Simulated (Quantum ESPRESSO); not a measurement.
## SiAl2ZnN4 (input and log of a self-consistent run)

Simulated, not a measurement. The program is pw.x of Quantum ESPRESSO 7.5 (plane-wave density functional theory). The cell is made up: 8 atoms on a wurtzite lattice, with randomly drawn elements, strain and displacements, not relaxed. PseudoDojo standard norm-conserving files (v0.5 for PBE, v0.4.1 for LDA and PBEsol) set the functional; there is no spin polarisation, spin-orbit coupling or dispersion term, and the masses in the input are unused placeholders.

Input:

```
&control calculation='scf', pseudo_dir='./dojo.nc.sr.pbe.v0_5.standard.upf', outdir='./o', disk_io='medium', tprnfor=.true., tstress=.true. /
&system ibrav=0, nat=8, ntyp=4, nbnd=31, ecutwfc=84.00895049, nosym=.true., tot_charge=0,
 occupations='smearing', smearing='fd', degauss=0.0018374661
/
&electrons conv_thr=7.350e-09, electron_maxstep=60, /
ATOMIC_SPECIES
Al 1.0 Al.upf
N 1.0 N.upf
Si 1.0 Si.upf
Zn 1.0 Zn.upf
CELL_PARAMETERS angstrom
3.1825 0.0592 0.0
0.1025 5.5123 0.0
0.0 0.0 5.1971
ATOMIC_POSITIONS angstrom
Si -0.0843 0.0801 0.1341
Al 1.6402 2.8425 -0.0789
Zn 1.4896 0.8268 2.5326
Al 0.0682 3.6493 2.595
N -0.0594 -0.0716 2.0276
N 1.7116 2.7163 1.8738
N 1.5763 0.9667 4.6044
N -0.0153 3.5639 4.532
K_POINTS automatic
6 4 4 1 1 1
```

The log is shortened where brackets say so; the opening notice, blank lines, dates and the lines on written files are dropped, and the path of the files is cut. It prints rydbergs, bohrs and kilobars, and counts compression as positive stress.

```
     Program PWSCF v.7.5
     Parallel version (MPI & OpenMP), running on       1 processor cores
     Number of MPI processes:                 1
     Threads/MPI process:                     1
     [start-up lines left out]
     bravais-lattice index     =            0
     lattice parameter (alat)  =       6.0151  a.u.
     unit-cell volume          =     615.0475 (a.u.)^3
     number of atoms/cell      =            8
     number of atomic types    =            4
     number of electrons       =        50.00
     number of Kohn-Sham states=           31
     kinetic-energy cutoff     =      84.0090  Ry
     charge density cutoff     =     336.0358  Ry
     scf convergence threshold =      7.3E-09
     mixing beta               =       0.7000
     number of iterations used =            8  plain     mixing
     Exchange-correlation= PBE
                           (   1   4   3   4   0   0   0)
     [axes and pseudopotential details left out]
   Cartesian axes
     site n.     atom                  positions (alat units)
         1        Si     tau(   1) = (  -0.0264840   0.0251645   0.0421294  )
         2        Al     tau(   2) = (   0.5152918   0.8930113  -0.0247875  )
         3        Zn     tau(   3) = (   0.4679787   0.2597508   0.7956518  )
         4        Al     tau(   4) = (   0.0214260   1.1464788   0.8152557  )
         5        N      tau(   5) = (  -0.0186613  -0.0224941   0.6369990  )
         6        N      tau(   6) = (   0.5377232   0.8533638   0.5886806  )
         7        N      tau(   7) = (   0.4952168   0.3037024   1.4465369  )
         8        N      tau(   8) = (  -0.0048067   1.1196492   1.4237914  )
     number of k points=    48  Fermi-Dirac smearing, width (Ry)=  0.0018
                       cart. coord. in units 2pi/alat
        k(    1) = (   0.0820334   0.0706552   0.0765583), wk =   0.0416667
        k(    2) = (   0.0820334   0.0706552   0.2296750), wk =   0.0416667
     [further k points left out]
     Dense  grid:    64029 G-vectors     FFT dimensions: (  36,  64,  60)
     Estimated max dynamical RAM per process >      79.69 MB
     Initial potential from superposition of free atoms
     starting charge      49.9943, renormalised to      50.0000
     Starting wfcs are   38 randomized atomic wfcs
     total cpu time spent up to now is        6.2 secs
     per-process dynamical memory:    53.0 Mb
     Self-consistent Calculation
     iteration #  1     ecut=    84.01 Ry     beta= 0.70
     Davidson diagonalization with overlap
     ethr =  1.00E-02,  avg # of iterations =  3.6
     total cpu time spent up to now is       23.7 secs
     total energy              =    -518.17840167 Ry
     estimated scf accuracy    <       2.32358747 Ry
     iteration #  2     ecut=    84.01 Ry     beta= 0.70
     Davidson diagonalization with overlap
     ethr =  4.65E-03,  avg # of iterations =  3.3
     total cpu time spent up to now is       42.6 secs
     total energy              =    -518.64837030 Ry
     estimated scf accuracy    <       2.89469442 Ry
     iteration #  3     ecut=    84.01 Ry     beta= 0.70
     Davidson diagonalization with overlap
     ethr =  4.65E-03,  avg # of iterations =  2.0
     total cpu time spent up to now is       58.9 secs
     total energy              =    -519.21237044 Ry
     estimated scf accuracy    <       0.14470719 Ry
     iteration #  4     ecut=    84.01 Ry     beta= 0.70
     Davidson diagonalization with overlap
     ethr =  2.89E-04,  avg # of iterations =  2.7
     total cpu time spent up to now is       78.2 secs
     total energy              =    -519.23798407 Ry
     estimated scf accuracy    <       0.01330784 Ry
     iteration #  5     ecut=    84.01 Ry     beta= 0.70
     Davidson diagonalization with overlap
     ethr =  2.66E-05,  avg # of iterations =  7.6
     total cpu time spent up to now is      101.2 secs
     total energy              =    -519.24094270 Ry
     estimated scf accuracy    <       0.00496941 Ry
     [iterations 6 to 8 left out]
     iteration #  9     ecut=    84.01 Ry     beta= 0.70
     Davidson diagonalization with overlap
     ethr =  5.13E-08,  avg # of iterations =  2.4
     total cpu time spent up to now is      160.3 secs
     total energy              =    -519.24192583 Ry
     estimated scf accuracy    <       0.00000444 Ry
     iteration # 10     ecut=    84.01 Ry     beta= 0.70
     Davidson diagonalization with overlap
     ethr =  8.87E-09,  avg # of iterations =  2.2
     total cpu time spent up to now is      172.2 secs
     total energy              =    -519.24192659 Ry
     estimated scf accuracy    <       0.00000119 Ry
     iteration # 11     ecut=    84.01 Ry     beta= 0.70
     Davidson diagonalization with overlap
     ethr =  2.38E-09,  avg # of iterations =  2.0
     total cpu time spent up to now is      184.2 secs
     total energy              =    -519.24192671 Ry
     estimated scf accuracy    <       0.00000017 Ry
     iteration # 12     ecut=    84.01 Ry     beta= 0.70
     Davidson diagonalization with overlap
     ethr =  3.50E-10,  avg # of iterations =  2.0
     total cpu time spent up to now is      196.9 secs
     total energy              =    -519.24192673 Ry
     estimated scf accuracy    <       0.00000003 Ry
     iteration # 13     ecut=    84.01 Ry     beta= 0.70
     Davidson diagonalization with overlap
     ethr =  6.02E-11,  avg # of iterations =  2.3
     total cpu time spent up to now is      211.3 secs
     End of self-consistent calculation
     [lines on levels left out]
!    total energy              =    -519.24192673 Ry
     estimated scf accuracy    <          2.2E-09 Ry
     smearing contrib. (-TS)   =      -0.00000000 Ry
     internal energy E=F+TS    =    -519.24192673 Ry
     The total energy is F=E-TS. E is the sum of the following terms:
     one-electron contribution =    -432.05357251 Ry
     hartree contribution      =     239.01174824 Ry
     xc contribution           =     -77.08308400 Ry
     ewald contribution        =    -249.11701847 Ry
     convergence has been achieved in  13 iterations
     Forces acting on atoms (cartesian axes, Ry/au):
     atom    1 type  3   force =     0.00915767   -0.03635431    0.02299344
     atom    2 type  1   force =    -0.03907258   -0.03682714    0.08611613
     atom    3 type  4   force =     0.01897068    0.06834544    0.02513961
     atom    4 type  1   force =     0.00316411   -0.06456185   -0.05957933
     atom    5 type  2   force =    -0.00941635   -0.05653819   -0.15517918
     atom    6 type  2   force =    -0.02111082    0.08187893    0.01580970
     atom    7 type  2   force =    -0.01200563   -0.07599473    0.07387258
     atom    8 type  2   force =     0.05031290    0.12005186   -0.00917295
     Total force =     0.297983     Total SCF correction =     0.000066
     Computing stress (Cartesian axis) and pressure
          total   stress  (Ry/bohr**3)                   (kbar)     P=      -87.00
  -0.00032785  -0.00007202  -0.00001464          -48.23      -10.59       -2.15
  -0.00007202  -0.00045086   0.00001452          -10.59      -66.32        2.14
  -0.00001464   0.00001452  -0.00099550           -2.15        2.14     -146.44
     init_run     :      5.34s CPU      6.15s WALL (       1 calls)
     electrons    :    174.86s CPU    205.05s WALL (       1 calls)
     forces       :      1.78s CPU      1.80s WALL (       1 calls)
     stress       :      6.63s CPU      6.65s WALL (       1 calls)
     [timing details left out]
     PWSCF        :   3m 8.72s CPU   3m41.02s WALL
     JOB DONE.
```

In other units: free energy -7064.646 eV for the cell, pressure -8.70 GPa, largest force component 3.990 eV/Å. A rerun of the same cell at another strain at 1437 eV and a 8 x 6 x 6 mesh moved values by no more than 0.002 eV in energy, 0.03 GPa in stress and 0.002 eV/Å in force.